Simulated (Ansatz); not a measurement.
# Two states of RbVF$_{3}$

```
Rb F V
1.0
     4.21427    4.21427    0.00000
     4.21427   -4.21427    0.00000
     0.00000    0.00000    4.21427
Rb F V
2 6 2
Direct
  0.00000 0.00000 0.00000
  0.50000 0.50000 0.00000
  0.00000 0.50000 0.00000
  0.50000 0.00000 0.00000
  0.25000 0.75000 0.50000
  0.75000 0.25000 0.50000
  0.25000 0.25000 0.50000
  0.75000 0.75000 0.50000
  0.00000 0.50000 0.50000
  0.50000 0.00000 0.50000
```

Single point in Ansatz 0.2.0 with r2SCAN, with U = 2.24 eV and J = 0.74 eV on V d (all-electron-ortho-atomic projectors). Cutoff 500 eV, PAW datasets, 4×4×6 Γ-centred k mesh, fermi-dirac filling (width 0.1 eV). The cell carries a charge of -2 e on a uniform background.

State A: V9 up, V10 down (collinear spin). State B: V9 up, V10 up (collinear spin).

Which state is lower, and how do they differ?

State B is lower by 5.1 meV an atom at zero smearing; in free energy at this smearing B lies -5.8 meV an atom from A. So small a gap isn't resolved on this mesh where a state is a metal.

```tsv
state	free energy (meV/atom)	largest moment in a small sphere (μB)	net moment (μB/cell)	gap on mesh (eV)	pressure (GPa)	largest force (eV/Å)
A	5.8	2.54	0.00	metal	n/a	0.00
B	0.0	2.57	7.40	metal	n/a	0.00
```

Origin: a database entry at a rescaled volume. Caveats: another magnetic order, which this cell may not hold, can open a gap; charged cell with a uniform background.
